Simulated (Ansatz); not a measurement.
The calculation used DFT PBE, scalar-relativistic, plane waves, PAW in Ansatz 0.2.0. Settings: cutoff 420 eV, Γ-centred meshes spaced at most about 0.3 Å⁻¹, and about 0.25 Å⁻¹ or finer for metals (2π included), Gaussian smearing. No spin polarisation in the final relaxations.

All energies are static (0 K, no zero-point motion). All come from trial cells, and lower structures may exist.

Question: Order these relaxed structures of Ga3Te2O by energy, lowest first, with the energy over the lowest of them.
A. Space group R-3m (No. 166), trigonal, a = 6.529 Å, c = 10.595 Å. Around Ga lie 2 O at 2.58 Å and 2 Te at 2.80 Å; around Te lie 3 Ga at 2.80 Å and 1 Te at 2.93 Å; O is surrounded by 6 Ga at 2.58 Å.
B. Space group P-6m2 (No. 187), hexagonal, a = 4.184 Å, c = 8.221 Å. Ga on its first site is surrounded by 3 Ga at 2.42 Å and 6 Te at 3.20 Å; around Ga on its second site lie 3 O at 2.42 Å and 6 Te at 3.14 Å; Te is surrounded by 9 Ga at 3.14–3.20 Å and 3 O at 3.14 Å; O is surrounded by 3 Ga at 2.42 Å and 6 Te at 3.14 Å; 1 more site not described.
C. Space group P4/mmm (No. 123), tetragonal, a = 3.231 Å, c = 11.201 Å. Around Ga on a site of symmetry 4mm lie 4 Ga at 2.95 Å, 4 Te at 3.16 Å, 4 Ga at 3.23 Å, 1 Ga at 3.72 Å and 1 O at 3.74 Å; Ga on a site of symmetry 4/mmm is surrounded by 8 Ga at 2.95 Å and 4 Ga at 3.23 Å; Te has 4 O at 2.77 Å, 5 Te at 3.13–3.23 Å and 4 Ga at 3.16 Å; O is surrounded by 8 Te at 2.77 Å, 4 O at 3.23 Å and 2 Ga at 3.74 Å.
D. Space group Pmmm (No. 47), orthorhombic, a = 4.728 Å, b = 5.705 Å, c = 5.727 Å. Ga on a site of symmetry 2mm has 2 Ga at 2.36–2.37 Å, 4 Te at 3.09–3.10 Å and 2 O at 3.10 Å; Ga on a site of symmetry mmm has 4 Te at 2.85–2.86 Å; Te on its first site has 2 O at 2.36 Å, 2 Ga at 2.85 Å and 4 Ga at 3.10 Å; O has 2 Te at 2.36 Å and 4 Ga at 3.10 Å; 1 more site not described.

Answer: A (0 meV/atom), D (110 meV/atom), B (189 meV/atom), C (256 meV/atom). Forms: A R-3m; D Pmmm; B P-6m2; C P4/mmm. A holds Te–Te pairs (shortest 2.93 Å) (bonds between like non-metal atoms; other contacts aren't counted).

These runs have no spin–orbit coupling, which can matter for Te. In R-3m, Pmmm, P-6m2, P4/mmm an odd number of electrons in the primitive cell allows no gap without spin; a larger cell or a magnetic state could open one. A magnetic state wasn't ruled out in cells without spin, among them R-3m, Pmmm, P-6m2, P4/mmm. Cells relaxed within their symmetry can be saddle points. Some candidate types were left out of the draw beforehand, so a known form may be missing.
